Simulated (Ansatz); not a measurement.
# MgS: the functional and the phonons

MgS in the rock-salt structure, relaxed with PBE.

```
CELL_PARAMETERS angstrom
0.00000 2.61516 2.61516
2.61516 0.00000 2.61516
2.61516 2.61516 0.00000
ATOMIC_POSITIONS crystal
Mg 0.00000 0.00000 0.00000
S 0.50000 0.50000 0.50000
```

Method (Ansatz, development build): PBE; Ansatz hand-made PAW at 620 eV; k mesh 6×6×6; fixed occupations; no spin. Phonons (linear response) are harmonic and in cm⁻¹; i marks an unstable mode. Zone-centre lists hold the optical modes without the non-analytic term.

Caveats: coarse k mesh; the program warns that the mesh is coarse for the field response.

At 17.89 Å³ an atom it gives top Γ mode (cm⁻¹) 224; lowest mode at X = [0.5, 0, 0.5] (cm⁻¹) 126; top mode at X = [0.5, 0, 0.5] (cm⁻¹) 292; mean ε∞ 5.33; mean Born charge of Mg (e) 2.34.

Problem. Repeat with PBEsol in its relaxed cell, LDA in its relaxed cell, on the same kind of potentials and mesh. What changes?

Solution. 
```
                functional  cutoff (eV)  volume (Å³/atom)  top Γ mode (cm⁻¹)  lowest mode at X = [0.5, 0, 0.5] (cm⁻¹)  top mode at X = [0.5, 0, 0.5] (cm⁻¹)  mean ε∞  mean Born charge of Mg (e)
PBEsol in its relaxed cell          620             17.40                242                                      123                                   303     5.44                        2.31
   LDA in its relaxed cell          620             16.89                251                                      125                                   313     5.49                        2.30
```
